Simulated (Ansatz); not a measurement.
**One run on HfNi (Cmcm): total moment held at 4.8 μB**

Theory: DFT, PBEsol, all-electron PAW with datasets made for the crystal, scalar-relativistic (Ansatz 0.2.0).

Command: `ansatz run input.yaml --threads 2 --pin off --max-ram 6144MiB --backend cpu --events-out ev --progress --plain --runs-dir out`

```yaml
crystal:
  lattice:
    - [1.60093006, -4.91694006, 0.0]
    - [1.60093006, 4.91694006, 0.0]
    - [0.0, 0.0, 4.03489344]
  atoms:
    - { symbol: Hf, position: [0.8610144, 0.1389856, 0.75], spin: 1.2 }
    - { symbol: Hf, position: [0.1389856, 0.8610144, 0.25], spin: 1.2 }
    - { symbol: Ni, position: [0.58425451, 0.41574549, 0.75], spin: 1.2 }
    - { symbol: Ni, position: [0.41574549, 0.58425451, 0.25], spin: 1.2 }
magnetization:
  spin_polarized: true
  initial_magnetization: 4.8
  spin_locking: { lock_magnetization: hard }
kpoints:
  mp_grid: { grid: [9, 9, 7] }
scf:
  occupations: { method: fermi_dirac, width: 0.08 }
  lower_state_search: "off"
hamiltonian:
  xc: pbesol
  pseudopotentials: { kind: all_electron, datasets: crystal }
output:
  forces: true
  stress: true
  eigenvalues: false
```

Output:

```
settings of this run that can trade accuracy for cost: output.eigenvalues: false. Do not mix this run's numbers with those of runs without the same settings; the input reference describes each key
hamiltonian.pseudopotentials.datasets: crystal makes datasets for this crystal and solves the spheres of its atoms anew in each pass: cutoff 400.0 eV, the density's 1600.0 eV; for an error of 0.50 meV an atom under PBE, 2.0 meV for the cell; an energy difference from a run of another recipe may be off by several times the error for the cell, under r2SCAN by more, where some 0.1 meV an atom stays a …
Engine: ansatz 0.2.0
Pseudopotentials: kind: all_electron
Pseudopotential: Hf, paw, valence charge 26, recommended cutoff 400 eV (normal), crystal/all_electron/pbesol/scalar/gaussian/Hf, Koelling and Harmon's equation, gaussian nucleus
Pseudopotential: Ni, paw, valence charge 18, recommended cutoff 400 eV (normal), crystal/all_electron/pbesol/scalar/gaussian/Ni, Koelling and Harmon's equation, gaussian nucleus
Functional definition: PBEsol
  exchange = pbesol_x
  correlation = pbesol_c
Crystal: 4 atoms, lattice volume = 63.523 Å³
Basis set: ecut = 400 eV, 1153 PW (Γ), exchange–correlation on 72×72×54 points (8 copies of the dense FFT grid, shifted against one another)
Bands: 56, of which v1, the nominal top of the filled ones, is band 44 counted from 1 (43 counted from 0)
Symmetry: 8 space group operations
Space group: Cmcm (ITA 63), of the structure as read, at distance tolerance 4.0e-5 Å
Magnetic group: BNS 63.457 (UNI 555), of the structure as read, at distance tolerance 4.0e-5 Å
k-points: 100 of 567
Non-local potential: Hf, projectors of the file, l = 0: 2, l = 1: 2, l = 2: 1, l = 3: 2
Non-local potential: Ni, projectors of the file, l = 0: 3, l = 1: 2, l = 2: 2
PAW form: soft (Blöchl's): semilocal exchange-correlation on the pseudo side does not see the compensation charge
PAW one-centre angular grid: Hf, 590 points (default); XC on its mesh's 1825 points in the sphere
PAW one-centre angular grid: Ni, 590 points (default); XC on its mesh's 1903 points in the sphere
Initial density: superposition of atomic densities (chi_scale 0.1, normalization cell)
Starting moments: Σ|m| = 4.8 μB on 4 of 4 sites
Initial wavefunctions: pseudopotential atomic-orbital guess
Functional: x = pbesol(κ = 0.804, μ = 0.12345679012345678), c = pbesol(β = 0.046)
iter 1 solved again at ethr=6.40e-2 eV; its pass at ethr=1.00e-1 eV (dr2=5.63e1 eV) is discarded
SCF iter   1: F=—  HF=-902954.645047 eV  |F-HF|=—  |Δ(HF+E_count)|=         —  Δρ=1.95e-1 (↑1.21e-1 ↓1.95e-1)  dr2=5.90e1  dr2_m=2.50e0  M=4.800 μB ∫|m|=4.800 μB  β_m=0.30  ethr=6.40e-2  ⟨swp⟩=2.0  Hψ=50104  notcnv=0
preconditioner: auto → Kerker (q_TF=auto, 2.881 Å⁻¹)  [metal: Δε(μ)=0.003 eV  Ē_g=15.504 eV  σ=0.080 eV  W_gap=0.01  n_scr=26 (ndim 8)  ℏωp=38.4 eV  f_vac=0.000  D(μ)=6.30/eV (n_scr^D=92)]
[...]
SCF iter  12: F=—  HF=-902949.504974 eV  |F-HF|=—  |Δ(HF+E_count)|=   6.67e-7  Δρ=7.34e-5 (↑3.25e-5 ↓7.34e-5)  dr2=9.26e-6  dr2_m=2.52e-7  M=4.800 μB ∫|m|=4.800 μB  β_m=0.88  ethr=1.28e-8  ⟨swp⟩=2.0  Hψ=20193  notcnv=0
SCF iter  13: F=—  HF=-902949.504973 eV  |F-HF|=—  |Δ(HF+E_count)|=   1.04e-6  Δρ=3.24e-5 (↑1.33e-5 ↓3.24e-5)  dr2=1.24e-6  dr2_m=5.80e-8  M=4.800 μB ∫|m|=4.800 μB  β_m=0.76  ethr=1.05e-8  ⟨swp⟩=3.0  Hψ=21434  notcnv=0
SCF iter  14: F=—  HF=-902949.504972 eV  |F-HF|=—  |Δ(HF+E_count)|=   3.17e-7  Δρ=1.17e-5 (↑3.84e-6 ↓1.17e-5)  dr2=1.24e-7  dr2_m=9.70e-9  M=4.800 μB ∫|m|=4.800 μB  β_m=0.88  ethr=1.41e-9  ⟨swp⟩=2.4  Hψ=20303  notcnv=0
SCF iter  15: F=-902949.504972 eV  HF=-902949.504972 eV  |F-HF|=6.05e-9  |Δ(HF+E_count)|=   2.27e-8  Δρ=1.46e-6 (↑1.19e-6 ↓1.46e-6)  dr2=8.42e-9  dr2_m=8.08e-11  M=4.800 μB ∫|m|=4.800 μB  ethr=1.41e-10  ⟨swp⟩=2.5  Hψ=20997  notcnv=0
SCF 1 converged in 15 iterations: F = -902949.504973 eV  dr2 = 8.42e-9
  Residual-converged pass: ⟨swp⟩=2.1  Hψ=13624  notcnv=0  max |occ|·‖R‖ = 6.6e-6 eV (tolerance 6.7e-6 eV)  dr2=8.34e-9  dr2_m=8.61e-11  dr2_onsite=2.13e-8  max |Δocc| = 1.6e-10
  greatest PAW one-centre occupation: 1.010 electrons in one spin orbital (limit 2), on the Ni atom at site 3 (counted from 0), in its partial waves of l = 1
SCF converged after 15 iterations
[...]
Harris-Foulkes:  -902949.504973 eV  (|F-HF|=6.05e-9)
Internal energy: -902949.421886 eV  (E = F + TS)
E sigma→0 (E₀):  -902949.463430 eV
Entropy (-TS):   -0.083088 eV (-20.772 meV/atom)
Past the cutoff: the bands carry plane waves up to 1.75 times it, of which those up to 1.5 times it add -0.000345 eV an atom, each by itself; the spheres take 0.000230 eV an atom off the energy for waves past 1.75 times it
By the cutoff:   a pressure is off by up to 0.007 GPa (1.2 times the spheres' own share and the shells' term, over an atom's volume, and 0.004 GPa: a bound that held against runs at twice the plane waves)
Past the cutoffs: a stress includes 0.0007 GPa for waves and charges beyond them, in addition to the slope of what the spheres take
In the spheres:  the bands' charges fall short by 1.9e-6 e at most (sound up to 1e-3)
Fermi energy:    20.293748 (↑ 21.385323, ↓ 19.202173) eV
--- Per-component energies (eV) ---
  E_band       = -384.535126
  E_kinetic    = 765.651822
  E_local      = -11077.195573  (includes V_loc(G=0)·N_el)
  E_nonlocal   = -6513.690739
  E_hartree    = 5844.808810
  E_xc         = -253.199277
  E_vxc        = -330.758637  (∫ρ·V_xc dr)
  E_paw        = -921267.225325  (= ΣΔE_a)
  E_vpaw       = -40633.399810  (= ΣTr[D̂ρ^β])
  E_ewald      = -16163.817498
  E_smearing   = -0.083088  (= −TS)
  E_closure    = 45715.245894  (closes the sum)
  Σ components = -902949.504973   (vs F -902949.504973, Δ=0.00e0)
  The terms above E_closure are by the made datasets' own strengths, without shells solved beside the bands.
--- Forces (eV/Å), atoms counted from 1 ---
  atom   1  Hf    -0.00000000     0.77480485     0.00000000
  atom   2  Hf     0.00000000    -0.77480485    -0.00000000
  atom   3  Ni     0.00000000     0.63992249     0.00000000
  atom   4  Ni    -0.00000000    -0.63992249    -0.00000000
  max |Σ_I F_I| component: 1.11e-16 eV/Å
--- Stress (GPa, compression-positive) ---
        7.996695      -0.000000      -0.000000
       -0.000000       4.059865       0.000000
       -0.000000       0.000000       5.314772
  P = ⅓ Tr σ = 5.7904 GPa (57.904 kbar)
settings of this run that can trade accuracy for cost: output.eigenvalues: false. Do not mix this run's numbers with those of runs without the same settings; the input reference describes each key
```

Site moments (μB): Hf1 0.58, Hf2 0.58, Ni3 0.94, Ni4 0.94. Cell moment 4.80 μB.

The magnetic group in the log treats spin as a scalar label, without spin–orbit coupling.

The Ansatz runs typed with the search for lower states off end where their start leads. Spin–orbit coupling is left out although heavy atoms are present. None of this fixes the real material's magnetic order: only patterns that fit the cell were computed, without spin fluctuations and on one mesh and smearing, with a functional that can overstate moments.

It took 2.1 min on 2 threads of Arm Neoverse V2 (shared host), peak memory 2.2 GiB.
